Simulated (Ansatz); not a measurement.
Consider the following.

Mn2Sn:
```
CELL_PARAMETERS angstrom
      4.02012     0.00000     0.00000
      0.00000     4.02012     0.00000
      0.00000     0.00000     6.90765
ATOMIC_POSITIONS crystal
  Mn 0.00000 0.00000 0.00000
  Mn 0.50000 0.50000 0.00000
  Mn 0.50000 0.00000 0.30691
  Mn 0.00000 0.50000 0.69309
  Sn 0.50000 0.00000 0.70961
  Sn 0.00000 0.50000 0.29039
```
The run is spin-polarised, in the one order tried: ferromagnetic.

This is the r²SCAN-relaxed structure.

**Question.** All from the program Ansatz at the r²SCAN level (PAW), unless another level is named. Estimate the Bader charges.

**Answer.** Mn +0.28 to +0.44, Sn -0.72 e.

**Question.** Next, the net moment?

**Answer.** 2.55 μB per atom.

Space group P4/nmm. The cell is a constructed one: a structure type filled with these elements; neither database checked (COD, Materials Project) lists it. COD files the formula under space group No. 194. Whether it is the stable phase at ambient conditions was not checked. The r²SCAN relaxation kept the symmetry of its start; its stability against distortions is not shown here. Magnetic state: ferromagnetic, the only order run, not a proven ground state. The program gave a warning on the electronic state, which may not be the lowest. For itinerant 3d metals, meta-GGAs of the SCAN family and hybrids are commonly reported to give too large moments. Spin–orbit coupling is left out wherever it is not named.

Potentials: the earlier of the program's two PAW sets.
